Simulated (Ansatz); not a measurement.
Relaxed Li (fcc, Cu type):

```xyz
2
Lattice="0.0000 4.2335 4.2335 2.1168 2.1168 4.2335 2.1168 2.1168 0.0000" Properties=species:S:1:pos:R:3 pbc="T T T"
Li     0.0000     0.0000     0.0000
Li     2.1168     4.2335     6.3503
```

The atoms are displaced by Q × the pattern below (from a DFPT mode at X = (0.5, 0.5, 0.0), largest move 1; Q in Å), at fixed cell. (q is in reciprocal vectors of the primitive cell; the cell shown is doubled to hold the pattern.)

| atom | x | y | z |
|---|---|---|---|
| Li1 | 0.000 | 0.000 | -1.000 |
| Li2 | 0.000 | 0.000 | 1.000 |

Computed with LDA (plane waves to 420 eV, PAW, scalar-relativistic; Ansatz, an electronic-structure program). k mesh 19×19×19 (Γ-centred), Fermi-Dirac smearing 0.05 eV. With partly filled bands, energies and forces of such displacements shift with the k mesh and the smearing. Li was relaxed with its symmetry unable to fall. This is one of several known forms of Li; the measured ambient cells at hand have space group No. 229. 

| Q (Å) | −dE/dQ from forces (eV/Å) |
|---|---|
| -0.180 | 1.204 |
| -0.150 | 1.000 |
| -0.120 | 0.797 |
| -0.090 | 0.596 |
| -0.060 | 0.396 |
| -0.030 | 0.198 |
| 0.000 | 0.000 |
| 0.030 | -0.198 |
| 0.060 | -0.396 |
| 0.090 | -0.596 |
| 0.120 | -0.797 |
| 0.150 | -1.000 |
| 0.180 | -1.204 |

Problem. What harmonic wavenumber does the curvature at Q = 0 give?

Solution. 359 cm⁻¹. E″ = 6.59 eV/Å², M = Σ mᵢ|uᵢ|² = 13.9 u, ν̃ = 521.5·√(|E″|/M).

(A displaced cell: forces are minus the slopes of the energy, force constants its curvatures, and phonons follow from these.)
